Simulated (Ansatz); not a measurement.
AlRu: stiffness from a series of strains

```yaml
crystal:
  lattice:
    - [2.99160, 0.00000, 0.00000]
    - [0.00000, 2.99160, 0.00000]
    - [0.00000, 0.00000, 2.99160]
  atoms:
    - { symbol: Al, position: [0.00000, 0.00000, 0.00000] }
    - { symbol: Ru, position: [0.50000, 0.50000, 0.50000] }
```

Atom numbers follow the list: Al1, Ru2.

Conventional cell: a = 2.992 Å, b = 2.992 Å, c = 2.992 Å, α = 90.00°, β = 90.00°, γ = 90.00°. Around Al (atom 1) lie 8 Ru at 2.59 Å. Around Ru (atom 2) lie 8 Al at 2.59 Å.

The geometry is COD entry 1527371, unchecked; take it as a test cell.

Spin polarisation is left out, and whether a magnetic state lies lower isn't shown here.

These are results of DFT, PBEsol, all-electron LAPW, scalar-relativistic in Ansatz 0.2.0, not measurements.

Numerical set-up: a Γ-centred 12×12×12 k mesh, Fermi–Dirac smearing of 0.05 eV, basis error target 1 meV/atom, no spin polarisation.

The strain is applied along the Cartesian axes of the cell as listed (γ is the engineering shear, twice εxy = εyz = εzx). Fractional coordinates are held (clamped ions).

σ is the change of stress from the unstrained cell, which is at -3.42 GPa; tension is positive, so slopes are stress–strain coefficients at that pressure. In a metal the k mesh adds noise.

Only quantities that a quadratic follows smoothly over the whole series are listed; rougher ones are left out.

```tsv
γ	σxy (GPa)
-0.0200	-2.78
-0.0100	-1.34
0.0000	0.00
0.0200	2.42
```

(1) Fit the series and read off the stiffness at zero strain.

(2) One run, at γ = 0.0100, is withheld. Predict its row.

Answers

(1) Least-squares fits y = p0 + p1 x + p2 x² to the rows give σxy (GPa): p1 = 130, p2 = -450. So C44 (clamped ions) = 130 GPa.

(2) The fits give 1.26; the run gave 1.25.
